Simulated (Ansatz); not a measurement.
Mg in space group P6/mmm (No. 191; Mg on 2e, Mg on 2d, Mg on 3f) at seven volumes, PBEsol in the plane-wave PAW code Ansatz, shape and atoms relaxed at each. One row is withheld.

| V (Å³/atom) | P (GPa) |
|---|---|
| 21.161 | ? |
| 21.859 | 2.45 |
| 22.556 | 1.13 |
| 23.254 | 0.00 |
| 23.951 | -0.97 |
| 24.649 | -1.81 |
| 25.347 | -2.53 |

**Question.** Fit the shown pressures and predict the withheld one.

**Answer.** Third-order Birch–Murnaghan: P = (3/2)B₀(x^(7/2) − x^(5/2))[1 + (3/4)(B′ − 4)(x − 1)] with x = (V₀/V)^(2/3). Least squares on the six rows gives V₀ = 23.254 Å³/atom, B₀ = 34.93 GPa, B′ = 4.04. At V = 21.161, x = 1.0649 and P = 3.99 GPa. The run itself gave 3.98 GPa.

The start of the workflow was typed in or built on a structure type; the Crystallography Open Database copy checked does not list it. It is not the phase usual at ambient conditions (space group No. 194). Symmetry was held in the PBEsol relaxation; whether a distortion lowers the energy is not shown.

Potentials: the earlier of the program's two PAW sets. The files were generated under PBE; for other functionals the program regenerates the frozen cores, and for LDA and PBEsol the local potential too.
